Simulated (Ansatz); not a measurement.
# Ca₂RuO₄: computed property card

Ca2RuO4:
```
Ca2RuO4
1.0
    6.21457    -2.61477     0.00000
    6.21457     2.61477     0.00000
    0.00000     0.00000     5.23120
Ca Ru O
4 2 8
Direct
  0.65363   0.65363   0.00000
  0.34637   0.34637   0.00000
  0.84637   0.84637   0.50000
  0.15363   0.15363   0.50000
  0.00000   0.00000   0.00000
  0.50000   0.50000   0.50000
  0.33413   0.33413   0.50000
  0.66587   0.66587   0.50000
  0.16587   0.16587   0.00000
  0.83413   0.83413   0.00000
  0.18423   0.81577   0.68426
  0.81577   0.18423   0.31574
  0.31577   0.68423   0.18426
  0.68423   0.31577   0.81574
```
The run is spin-polarised; directions of the spins, atom by atom: 0 0 0 0 ↑ ↑ 0 0 0 0 0 0 0 0.

Space group Cmce (No. 64); conventional cell a = 12.4291 Å, b = 5.2295 Å, c = 5.2312 Å, α = β = γ = 90.00°.

Method: the program Ansatz at the PBEsol level (PAW). Structure relaxed to zero pressure with the same functional. Other levels are named where they apply.

### Cell and energy

| Property | Value |
|---|---|
| Volume per atom | 12.14 Å³ |
| Density | 4.79 g/cm³ |
| Formation energy from the elements (no fitted shifts) | -2170 meV/atom |

### Electronic structure

| Item | Value |
|---|---|
| Electronic character | metallic (no gap) |
| Density of states at the Fermi level | 0.39 states/eV per atom (mean over ±0.08 eV) |

### Magnetism

| Quantity | Result |
|---|---|
| Magnetic order | ferromagnetic |
| Net moment | 0.14 μB per atom |

### Mechanics

| Property | Result |
|---|---|
| Bulk modulus (Birch–Murnaghan fit) | 156 GPa |
| Pressure derivative B′ | 4.7 |

The workflow started from a Materials Project entry (that database holds measured and hypothetical structures alike); the Crystallography Open Database copy checked does not list it. COD files the formula under space group No. 61. Its standing as an ambient phase is unchecked. The cell was relaxed with PBEsol under the symmetry of its start; its stability against distortions is not shown here. The final state is ferromagnetic, chosen from 2 collinear starts compared on coarse meshes (ties went to the first, and starts can fall back to one state), not a proven ground state. No Hubbard U is applied. The references are the lowest solids computed at this level, not always the standard phases (solids in place of the gases). Scalar-relativistic: spin–orbit coupling is off unless named, which matters more the heavier the elements.

Potentials: the later of the program's two PAW sets.
